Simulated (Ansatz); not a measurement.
**TaRu: frozen-core PAW against all-electron methods**

```
Ta Ru
1.0
     3.07322    0.00000    0.00000
     0.00000    3.07322    0.00000
     0.00000    0.00000    3.41144
Ta Ru
1 1
Cartesian
  1.5366 1.5366 1.7057
  0.0000 0.0000 0.0000
```

Atom numbers follow the list: Ta1, Ru2.

The geometry is COD entry 1523017, unchecked; take it as a test cell. The listed cell was then made from it by scaling, straining or moving an atom.

Spin polarisation is left out, and whether a magnetic state lies lower isn't shown here.

Spin–orbit coupling is left out, though it moves levels of the heavy atoms by tenths of an eV or more.

All numbers are computed: DFT, LDA, PAW with Ansatz's default frozen-core files, scalar-relativistic (Ansatz 0.2.0); DFT, LDA, all-electron PAW with datasets made for the crystal, scalar-relativistic (Ansatz 0.2.0); DFT, LDA, all-electron LAPW, scalar-relativistic (Ansatz 0.2.0).

For PAW: a Γ-centred 11×11×10 k mesh, Fermi–Dirac smearing of 0.05 eV, cutoff 420 eV, no spin polarisation; the PAW files were made with PBE, and the program remakes their frozen cores for this functional. The crystal-made all-electron datasets (AE datasets) take a cutoff of 260 eV at this cell. LAPW targets a basis error of 0.5 meV/atom. The Ansatz runs share mesh, smearing and spin set-up. Plane-wave (PAW) pressures include the program's estimate of the Pulay term.

Stress and pressure are positive in compression.

The change that made this cell: volume scaled by 1.02.

Spin–orbit coupling is left out, which moves gradients at and beside heavy atoms by some per cent and at worst by a factor of two.

In a metal, gradients converge slowly with the k mesh: the values move by tens of per cent from one mesh to another, at times in sign, so only the comparison on one mesh counts.

| quantity | PAW | AE datasets | LAPW |
| --- | --- | --- | --- |
| pressure (GPa) | -15.01 | -14.87 | -14.87 |
| stress xx (GPa) | -15.51 | -15.37 | -15.37 |
| stress zz (GPa) | -14.02 | -13.85 | -13.85 |
| field gradient Vzz at Ta1 (10²¹ V/m²) | 1.80 | 1.72 | – |
| field gradient Vzz at Ru2 (10²¹ V/m²) | 1.39 | 1.47 | – |

PAW's pressure differs from the LAPW value by -0.14 GPa. Datasets made for the crystal and LAPW share parts of one code, so their agreement isn't an independent check.
